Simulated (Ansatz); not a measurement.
# Relaxing a structure of SrSnSe$_{3}$

The relaxed structure here is a generated cell of SrSnSe3: the first start was made by placing the elements on the sites of a structure type, and the end was not matched to a known phase here, so it may be hypothetical.

The start is a generated cell, SrSnSe3 built in the GdFeO3 structure type. A full variable-cell relaxation at zero pressure is run with r2SCAN (plane waves to 500 eV, PAW, scalar-relativistic; Ansatz, an electronic-structure program). The first steps use a coarse 3×2×3 k-mesh.

Initial structure:
```yaml
crystal:
  lattice:
    - [7.23403, 0.00000, 0.00000]
    - [0.00000, 10.20721, 0.00000]
    - [0.00000, 0.00000, 7.20988]
  atoms:
    - { symbol: Sr, position: [0.48770, 0.25000, 0.99160] }
    - { symbol: Sr, position: [0.98770, 0.25000, 0.50840] }
    - { symbol: Sr, position: [0.51230, 0.75000, 0.00840] }
    - { symbol: Sr, position: [0.01230, 0.75000, 0.49160] }
    - { symbol: Sn, position: [0.00000, 0.00000, 0.00000] }
    - { symbol: Sn, position: [0.50000, 0.50000, 0.50000] }
    - { symbol: Sn, position: [0.00000, 0.50000, 0.00000] }
    - { symbol: Sn, position: [0.50000, 0.00000, 0.50000] }
    - { symbol: Se, position: [0.03130, 0.25000, 0.05860] }
    - { symbol: Se, position: [0.53130, 0.25000, 0.44140] }
    - { symbol: Se, position: [0.96870, 0.75000, 0.94140] }
    - { symbol: Se, position: [0.46870, 0.75000, 0.55860] }
    - { symbol: Se, position: [0.28800, 0.53700, 0.21300] }
    - { symbol: Se, position: [0.78800, 0.96300, 0.28700] }
    - { symbol: Se, position: [0.71200, 0.03700, 0.78700] }
    - { symbol: Se, position: [0.21200, 0.46300, 0.71300] }
    - { symbol: Se, position: [0.71200, 0.46300, 0.78700] }
    - { symbol: Se, position: [0.21200, 0.03700, 0.71300] }
    - { symbol: Se, position: [0.28800, 0.96300, 0.21300] }
    - { symbol: Se, position: [0.78800, 0.53700, 0.28700] }
```

What pressure does the first self-consistent step give?

+4.4 GPa (positive: the cell is compressed).

Which atoms feel the largest initial force, and how large is it?

0.93 eV/Å, on Se9, Se10, Se11, Se12 (atoms numbered as listed).

How much energy is released per atom?

0.13 eV/atom.

How do the shortest distances between atoms change?

The closest pairs of elements (up to four, under 3.6 Å), start → end: Se–Sn 2.60 → 2.70 Å; Se–Sr 3.09 → 3.08 Å; Se–Se 3.56 → 3.75 Å.

The space group stays Pnma (No. 62) (the run could not lower it), with 20 atoms in the primitive cell. Final values are on a 4×3×4 k-mesh of the relaxed cell. No spin polarisation in the result.

The run could not lose the symmetry of its start: the end is stationary, and may be a saddle point rather than a minimum.
